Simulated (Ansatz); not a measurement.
Ti₂GaC:
```
Ti2GaC
1.0
    3.06811     0.00000     0.00000
   -1.53405     2.65706     0.00000
    0.00000     0.00000    13.35030
Ti Ga C
4 2 2
Cartesian
  0.00000   1.77137   1.14241
  1.53405   0.88569  12.20789
  1.53405   0.88569   7.81756
  0.00000   1.77137   5.53274
  0.00000   1.77137  10.01272
  1.53405   0.88569   3.33757
  0.00000   0.00000   6.67515
  0.00000   0.00000   0.00000
```

Relaxed with r²SCAN.

Q: Give the Bader charges and basin volumes of the independent atoms, r²SCAN in the plane-wave PAW code Ansatz.

A: 

```csv
atom,Bader charge (e),Bader volume (Å³)
Ti1,+1.52,9.7
Ga5,-0.96,22.0
C7,-2.08,13.1
```

Space group P6_3/mmc. The first step of the workflow began from a Materials Project structure, measured or hypothetical; the Crystallography Open Database copy checked does not list it. Whether it is the stable phase at ambient conditions was not checked. The r²SCAN relaxation kept the symmetry of its start; its stability against distortions is not shown here. No spin polarisation was allowed.

Potentials: the later of the program's two PAW sets.
